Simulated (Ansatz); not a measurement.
Crystals of one structure type (rock salt) and one family of elements, relaxed and computed with LDA (plane waves, PAW; program Ansatz).

| crystal | V (Å³/atom) | K_Hill (GPa) |
|---|---|---|
| LiF | 7.47 | 86.9 |
| LiCl | 15.29 | 40.9 |
| NaCl | 20.39 | 32.1 |
| KCl | 28.04 | 24.3 |
| NaI | 30.66 | ? |
| RbCl | 32.43 | 21.8 |
| RbBr | 37.05 | 18.4 |

Task: Fit a straight line to ln K against ln V and predict the withheld value.

Result: Least squares on the 6 shown rows: ln K = -0.95 × ln V + (6.350), with a scatter of 3 %. For NaI this gives 22.2. The run itself gave 20.8, outside the scatter: the line misses something about this case.

All cells were relaxed under the symmetry of their starts (and spin orders); stability against distortions was not tested throughout. Spin–orbit coupling is left out wherever it is not named.

Potentials: the later of the program's two PAW sets.
